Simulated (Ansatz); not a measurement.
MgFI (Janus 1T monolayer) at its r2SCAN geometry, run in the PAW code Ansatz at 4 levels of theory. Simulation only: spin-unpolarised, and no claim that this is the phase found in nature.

The LDA input:
```yaml
crystal:
  lattice:
    - [3.7136411661, 0.0, 0.0]
    - [-1.856820583, 3.2161075904, 0.0]
    - [0.0, 0.0, 29.2555049944]
  atoms:
    - { symbol: Mg, position: [0.0, 0.0, 0.3194890885] }
    - { symbol: F, position: [0.3333333333, 0.6666666667, 0.3460913334] }
    - { symbol: I, position: [0.6666666667, 0.3333333333, 0.2573228063] }
  periodic: [true, true, false]
kpoints:
  mp_grid: { grid: [12, 12, 1] }
  band_path:
    path: [[0.0, 0.0, 0.0], [0.5, 0.0, 0.0], [0.3333333333, 0.3333333333, 0.0]]
    npoints: 1
hamiltonian:
  xc: lda
scf:
  occupations: { method: fixed }
  n_extra_bands: 4
output:
  forces: true
  stress: true
  eigenvalues: true
```

Main results, then, where recorded, the levels near the gap in eV from the Fermi energy (columns number the bands from 0), one row a point of the path (Γ, M, K):
```
Crystal: 3 atoms, lattice volume = 349.412 Å³
Symmetry: 6 space group operations
Space group: P3m1 (ITA 156)
```
```
Basis set: ecut = 420 eV, 6865 PW (Γ)
k-points: 19 of 144 (time reversal used)
SCF converged after 7 iterations
Free energy (F): -10054.075285 eV
Fermi energy:    -4.793993 eV
--- Forces (eV/Å), atoms counted from 1 ---
  atom   1  Mg      0.00000      0.00000    -0.00273
  atom   2  F       0.00000      0.00000    -0.24274
  atom   3  I       0.00000      0.00000      0.24690
--- 2D stress c σ (N/m, compression-positive) ---
       -1.691004       0.000000       0.000000
        0.000000      -1.691004       0.000000
        0.000000       0.000000       0.000000
  P = ½ c Tr σ = -1.6910 N/m
```
```tsv
band_12	band_13	band_14	band_15	band_16	band_17	band_18	band_19
-5.370	-5.370	-3.311	0.000	0.000	1.359	4.138	4.672
-5.531	-5.414	-4.154	-2.221	-1.142	3.146	4.871	5.115
-5.929	-5.246	-3.704	-3.112	-2.066	3.972	5.397	5.725
```

The LDA gap is direct at Γ: 1.36 eV.

r2SCAN. Against the first input these blocks differ (the band path and keys that only write files left aside):
```yaml
hamiltonian:
  xc: r2scan
```

```
Basis set: ecut = 500 eV, 8867 PW (Γ)
k-points: 19 of 144 (time reversal used)
SCF converged after 8 iterations
Free energy (F): -10267.474566 eV
Fermi energy:    -4.708997 eV
--- Forces (eV/Å), atoms counted from 1 ---
  atom   1  Mg      0.00000      0.00000    -0.00088
  atom   2  F       0.00000      0.00000      0.00008
  atom   3  I       0.00000      0.00000      0.00082
--- 2D stress c σ (N/m, compression-positive) ---
        0.000130       0.000000       0.000000
        0.000000       0.000130       0.000000
        0.000000       0.000000       0.000000
  P = ½ c Tr σ = 0.0001 N/m
```
```tsv
band_12	band_13	band_14	band_15	band_16	band_17	band_18	band_19
-5.672	-5.672	-3.398	0.000	0.000	1.997	4.177	4.899
-5.822	-5.650	-4.297	-2.318	-1.176	3.922	5.619	5.736
-6.188	-5.518	-3.768	-3.187	-2.166	4.805	6.110	6.385
```

The r2SCAN gap is direct at Γ: 2.00 eV. The mean stress is close to zero (0.00 N/m).

r2SCANh. Against the first input these blocks differ (the band path and keys that only write files left aside):
```yaml
kpoints:
  mp_grid: { grid: [6, 6, 1] }
hamiltonian:
  xc: r2scanh
```

```
Basis set: ecut = 500 eV, 8867 PW (Γ)
k-points: 7 of 36 (time reversal used)
Exchange kernel: α = 0.1000, full range, Wigner–Seitz truncation, v(0) = 18386.5761 eV·Å³, q-mesh 6×6×1
hybrid outer 1: dexx = +2.124e-4 eV, tail = 9.06e-7 eV
hybrid outer 2: dexx = +2.495e-9 eV, tail = 9.10e-10 eV, Δε = 3.82e-4 eV, ΔF = 6.68e-4 eV/Å
hybrid SCF converged: 2 outer / 10 inner (+5 warm-up)
Free energy (F): -10267.286708 eV
Fermi energy:    -5.043526 eV
--- Forces (eV/Å), atoms counted from 1 ---
  atom   1  Mg      0.00000      0.00000    -0.01342
  atom   2  F       0.00000      0.00000    -0.02491
  atom   3  I       0.00000      0.00000      0.03832
--- 2D stress c σ (N/m, compression-positive) ---
       -0.165666       0.000000       0.000000
        0.000000      -0.165666       0.000000
        0.000000       0.000000       0.000000
  P = ½ c Tr σ = -0.1657 N/m
```
```tsv
band_12	band_13	band_14	band_15	band_16	band_17	band_18	band_19
-6.074	-6.074	-3.524	0.000	0.000	2.550	4.525	5.281
-6.227	-6.051	-4.508	-2.378	-1.214	4.511	6.191	6.318
-6.591	-5.945	-3.910	-3.322	-2.219	5.424	6.716	6.983
```

With r2SCANh the gap is 2.55 eV and direct, at Γ. The mean stress, -0.2 N/m, is small, and the program warns that its thresholds are loose for a hybrid's stress.

Problem. In the first input these blocks are replaced (the band path and keys that only write files left aside):
```yaml
kpoints:
  mp_grid: { grid: [6, 6, 1] }
hamiltonian:
  xc: hse06
```
What comes out?

Solution.
```
Basis set: ecut = 420 eV, 6865 PW (Γ)
k-points: 7 of 36 (time reversal used)
Exchange kernel: α = 0.2500, screened, ω = 0.2079 Å⁻¹, Wigner–Seitz truncation, v(0) = 1046.5051 eV·Å³, q-mesh 6×6×1
hybrid outer 1: dexx = +6.310e-3 eV, tail = 4.32e-5 eV
hybrid outer 2: dexx = +2.835e-7 eV, tail = 1.88e-8 eV, Δε = 3.23e-3 eV, ΔF = 4.88e-3 eV/Å
hybrid SCF converged: 2 outer / 12 inner (+4 warm-up)
Free energy (F): -10252.887252 eV
Fermi energy:    -5.073509 eV
--- Forces (eV/Å), atoms counted from 1 ---
  atom   1  Mg      0.00000      0.00000    -0.01149
  atom   2  F       0.00000      0.00000    -0.00229
  atom   3  I       0.00000      0.00000      0.01351
--- 2D stress c σ (N/m, compression-positive) ---
       -0.218772       0.000000       0.000000
        0.000000      -0.218772       0.000000
        0.000000       0.000000       0.000000
  P = ½ c Tr σ = -0.2188 N/m
```
```tsv
band_12	band_13	band_14	band_15	band_16	band_17	band_18	band_19
-6.328	-6.328	-3.590	0.000	0.000	2.386	4.464	5.126
-6.486	-6.344	-4.654	-2.386	-1.238	4.299	5.953	6.189
-6.853	-6.249	-4.023	-3.409	-2.220	5.220	6.532	6.882
```
HSE06 gives a direct gap of 2.39 eV at Γ. The mean stress, -0.2 N/m, is small, and the program warns that its thresholds are loose for a hybrid's stress.

The hybrids run on coarser meshes, which limits their stresses and small splittings of levels.

Totals of different functionals can't be compared.

No spin-orbit coupling is included; it can move band edges with weight on the heavy atoms by tenths of an eV.

The meshes of the hybrids are coarse, so their gaps aren't converged to the digits shown.

For some runs the program warns that the potential is rough where the density is thin, which bears on empty states near the vacuum.
